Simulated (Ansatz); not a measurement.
Theory: Ansatz 0.2.0, DFT, PBEsol, plane waves (420 eV) with PAW, scalar-relativistic. The PAW files were generated under PBE, with cores re-solved for the functional.

An element in the bcc structure gives this curve. The cell is scaled uniformly from the relaxed one, with fractional coordinates and shape fixed. Energies are extrapolated to zero smearing, pressures are those at the given smearing. Magnetic state: spin not included.

```tsv
V (Å³/atom)	E − E₀ (meV/atom)	P (GPa)
12.247	210.2	47.00
12.804	84.1	27.44
13.360	18.3	12.06
13.917	0.0	-0.01
14.474	19.0	-9.48
15.030	67.1	-16.87
15.587	137.9	-22.60
```

(1) Which element is it?
A. vanadium
B. rhenium
C. palladium
D. rhodium

Answers

(1) D. Its fit is V₀ = 13.89 Å³/atom, B₀ = 269 GPa, B₀′ = 5.1.
